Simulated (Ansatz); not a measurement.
Te2Mo:
```
Te2Mo
1.0
    6.32343     0.00000     0.00000
    0.00000     3.49157     0.00000
   -0.59343     0.00000    14.30466
Te Mo
8 4
Cartesian
  3.36642   2.61868   5.10011
  2.36358   0.87289   9.20455
  3.62257   0.87289   1.45240
  2.10743   2.61868  12.85227
  0.49096   2.61868   2.05346
  5.23904   0.87289  12.25120
  0.15892   0.87289   5.69856
  5.57108   2.61868   8.60610
  1.72591   2.61868   7.25252
  4.00409   0.87289   7.05215
  1.13925   0.87289   0.10384
  4.59075   2.61868  14.20082
```

Relaxed with r²SCAN+D4.

### Question
Which orbitals make up the states near the Fermi level in the program Ansatz at the r²SCAN+D4 level (PAW)?

### Answer
Within 0.5 eV of the Fermi level: Te 5p 50 %, Mo 4d 46 %. Projections are on Löwdin-orthogonalised atomic valence shells; empty p or d shells of many metals are not among them.

### Question
Tabulate the density of states.

### Answer
States/eV per cell of 12 atoms, in 0.25 eV bins, energy from the Fermi level.

| E (eV) | total | Te 5p | Mo 4d | Te 5s |
|---|---|---|---|---|
| -7.85 | 0.00 | 0.00 | 0.00 | 0.00 |
| -7.60 | 0.00 | 0.00 | 0.00 | 0.00 |
| -7.35 | 0.00 | 0.00 | 0.00 | 0.00 |
| -7.10 | 0.00 | 0.00 | 0.00 | 0.00 |
| -6.85 | 0.00 | 0.00 | 0.00 | 0.00 |
| -6.60 | 0.00 | 0.00 | 0.00 | 0.00 |
| -6.35 | 0.00 | 0.00 | 0.00 | 0.00 |
| -6.10 | 0.73 | 0.49 | 0.16 | 0.01 |
| -5.85 | 4.03 | 2.69 | 0.81 | 0.08 |
| -5.60 | 4.62 | 3.05 | 0.96 | 0.14 |
| -5.35 | 6.85 | 4.46 | 1.53 | 0.22 |
| -5.10 | 10.69 | 7.35 | 2.49 | 0.28 |
| -4.85 | 13.45 | 9.13 | 3.41 | 0.33 |
| -4.60 | 7.80 | 5.34 | 1.81 | 0.27 |
| -4.35 | 6.42 | 4.10 | 1.69 | 0.30 |
| -4.10 | 8.89 | 5.43 | 2.61 | 0.45 |
| -3.85 | 9.38 | 5.71 | 2.68 | 0.54 |
| -3.60 | 10.31 | 6.04 | 3.35 | 0.56 |
| -3.35 | 9.87 | 6.33 | 2.82 | 0.41 |
| -3.10 | 12.56 | 7.63 | 4.10 | 0.43 |
| -2.85 | 11.20 | 5.95 | 4.66 | 0.31 |
| -2.60 | 10.03 | 5.30 | 4.25 | 0.23 |
| -2.35 | 11.15 | 5.84 | 4.83 | 0.20 |
| -2.10 | 11.53 | 6.19 | 4.86 | 0.19 |
| -1.85 | 17.26 | 9.19 | 7.42 | 0.21 |
| -1.60 | 12.20 | 5.12 | 6.57 | 0.19 |
| -1.35 | 12.10 | 5.34 | 6.22 | 0.19 |
| -1.10 | 12.69 | 6.06 | 6.07 | 0.19 |
| -0.85 | 8.57 | 4.06 | 4.18 | 0.13 |
| -0.60 | 5.27 | 2.91 | 2.11 | 0.13 |
| -0.35 | 3.56 | 2.06 | 1.34 | 0.08 |
| -0.10 | 3.01 | 1.94 | 0.95 | 0.03 |
| 0.15 | 2.13 | 0.94 | 1.10 | 0.01 |
| 0.40 | 6.42 | 2.56 | 3.59 | 0.06 |
| 0.65 | 3.79 | 1.32 | 2.33 | 0.03 |
| 0.90 | 5.93 | 2.15 | 3.59 | 0.03 |
| 1.15 | 12.26 | 2.45 | 9.37 | 0.09 |
| 1.40 | 5.87 | 1.81 | 3.69 | 0.08 |
| 1.65 | 12.50 | 4.25 | 7.27 | 0.29 |
| 1.90 | 12.67 | 4.23 | 7.31 | 0.42 |
| 2.15 | 10.50 | 4.19 | 5.47 | 0.29 |
| 2.40 | 11.72 | 5.01 | 5.80 | 0.25 |
| 2.65 | 8.80 | 3.85 | 4.05 | 0.27 |
| 2.90 | 5.89 | 2.90 | 2.43 | 0.18 |
| 3.15 | 7.36 | 3.78 | 2.86 | 0.18 |
| 3.40 | 11.69 | 5.86 | 4.65 | 0.29 |
| 3.65 | 9.01 | 4.49 | 3.63 | 0.26 |
| 3.90 | 1.29 | 0.57 | 0.52 | 0.06 |
| 4.15 | 0.01 | 0.01 | 0.00 | 0.00 |
| 4.40 | 0.00 | 0.00 | 0.00 | 0.00 |
| 4.65 | 0.47 | 0.05 | 0.03 | 0.02 |
| 4.90 | 2.17 | 0.26 | 0.13 | 0.07 |

Space group P2_1/m. The workflow started from an entry of the Crystallography Open Database (COD), which files this formula under 2 space groups. It is not the phase usual at ambient conditions (space group No. 194). The r²SCAN+D4 relaxation kept the symmetry of its start; whether a distortion lowers the energy is not shown. The run is not spin-polarised. Scalar-relativistic: spin–orbit coupling is off unless named, which matters more the heavier the elements.

Potentials: the later of the program's two PAW sets.
